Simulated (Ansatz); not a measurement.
K:
```cif
data_K4
_chemical_formula_sum 'K4'
_space_group_name_H-M_alt 'P 1'
_space_group_IT_number 1
_cell_length_a 4.47383
_cell_length_b 4.47383
_cell_length_c 14.85281
_cell_angle_alpha 90.000
_cell_angle_beta 90.000
_cell_angle_gamma 120.000
loop_
_space_group_symop_operation_xyz
  'x, y, z'
loop_
_atom_site_label
_atom_site_type_symbol
_atom_site_fract_x
_atom_site_fract_y
_atom_site_fract_z
_atom_site_occupancy
K1 K 0.00000 0.00000 0.00000 1
K2 K 0.00000 0.00000 0.50000 1
K3 K 0.33333 0.66667 0.75000 1
K4 K 0.66667 0.33333 0.25000 1
```

Relaxed with LDA.

Problem. Which orbitals make up the states near the Fermi level in DFT-LDA in the program Ansatz with PAW potentials?

Solution. Within 0.5 eV of the Fermi level: K 4s 89 %, outside the projected shells 10 %. Projections are on Löwdin-orthogonalised atomic valence shells; empty p or d shells of many metals are not among them.

Problem. Tabulate the density of states.

Solution. States/eV per cell of 4 atoms, in 0.25 eV bins, energy from the Fermi level.

| E (eV) | total | K 4s | K 3p | K 3s |
|---|---|---|---|---|
| -2.55 | 0.00 | 0.00 | 0.00 | 0.00 |
| -2.30 | 0.29 | 0.29 | 0.00 | 0.00 |
| -2.05 | 0.75 | 0.73 | 0.00 | 0.01 |
| -1.80 | 1.08 | 1.05 | 0.01 | 0.01 |
| -1.55 | 1.34 | 1.31 | 0.02 | 0.01 |
| -1.30 | 1.59 | 1.55 | 0.02 | 0.01 |
| -1.05 | 1.83 | 1.78 | 0.02 | 0.00 |
| -0.80 | 2.13 | 2.06 | 0.03 | 0.00 |
| -0.55 | 2.27 | 2.18 | 0.03 | 0.00 |
| -0.30 | 2.59 | 2.44 | 0.03 | 0.00 |
| -0.05 | 3.00 | 2.74 | 0.02 | 0.00 |
| 0.20 | 3.42 | 2.99 | 0.02 | 0.00 |
| 0.45 | 3.19 | 2.54 | 0.01 | 0.01 |
| 0.70 | 4.06 | 2.60 | 0.01 | 0.01 |
| 0.95 | 3.95 | 1.56 | 0.01 | 0.01 |
| 1.20 | 5.48 | 1.01 | 0.00 | 0.01 |
| 1.45 | 4.87 | 0.60 | 0.00 | 0.00 |
| 1.70 | 5.60 | 0.47 | 0.00 | 0.00 |
| 1.95 | 6.90 | 0.31 | 0.00 | 0.00 |

Space group P6_3/mmc (dhcp (α-La type)). The workflow started from a Materials Project entry (that database holds measured and hypothetical structures alike); the Crystallography Open Database copy checked does not list it. It is not the phase usual at ambient conditions (space group No. 229). The cell was relaxed with LDA under the symmetry of its start; whether a distortion lowers the energy is not shown.

Potentials: the later of the program's two PAW sets.
